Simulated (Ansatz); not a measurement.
ZrGeS:
```xyz
6
Lattice="3.5759 0.0000 0.0000 0.0000 3.5759 0.0000 0.0000 0.0000 7.9299" Properties=species:S:1:pos:R:3 pbc="T T T"
Zr     0.0000     1.7880     5.7381
Zr     1.7880     0.0000     2.1918
Ge     1.7880     1.7880     0.0000
Ge     0.0000     0.0000     0.0000
S      0.0000     1.7880     3.0121
S      1.7880     0.0000     4.9178
```

Relaxed with LDA. Special points in fractions of this cell's reciprocal vectors: Γ (0.000, 0.000, 0.000); X (0.000, 0.500, 0.000); M (0.500, 0.500, 0.000); Z (0.000, 0.000, 0.500); R (0.000, 0.500, 0.500); A (0.500, 0.500, 0.500).

**Question.** List the band energies nearest the Fermi level at these points for the program Ansatz at the LDA level (PAW).

**Answer.** In eV from the Fermi level; about four levels below and three above (degenerate sets whole), none deeper than 8.9 eV; points with the same levels are listed once.

```csv
k,below,above
Γ,-2.24 -2.24 -1.13 -0.43,0.54 0.93 1.17
X,-1.83 -1.83 -0.57 -0.57,0.71 0.71 1.87 1.87
M,-3.81 -3.81 -2.42 -2.42,2.61 2.61 2.90 2.90
Z,-2.90 -2.90 -2.78 -2.22 -2.22,0.10 0.95 1.15
R,-2.09 -2.09 -0.26 -0.26,0.89 0.89 1.77 1.77
A,-3.80 -3.80 -2.45 -2.45,1.56 1.56 2.67 2.67
```

Space group P4/nmm. The first step of the workflow began from a Materials Project structure, measured or hypothetical; the Crystallography Open Database files this formula in space group No. 129, but the cells were not matched. Whether it is the stable phase at ambient conditions was not checked. The cell was relaxed with LDA under the symmetry of its start; whether a distortion lowers the energy is not shown. No spin polarisation was allowed. Scalar-relativistic: spin–orbit coupling is off unless named, which matters more the heavier the elements.

Potentials: the later of the program's two PAW sets.
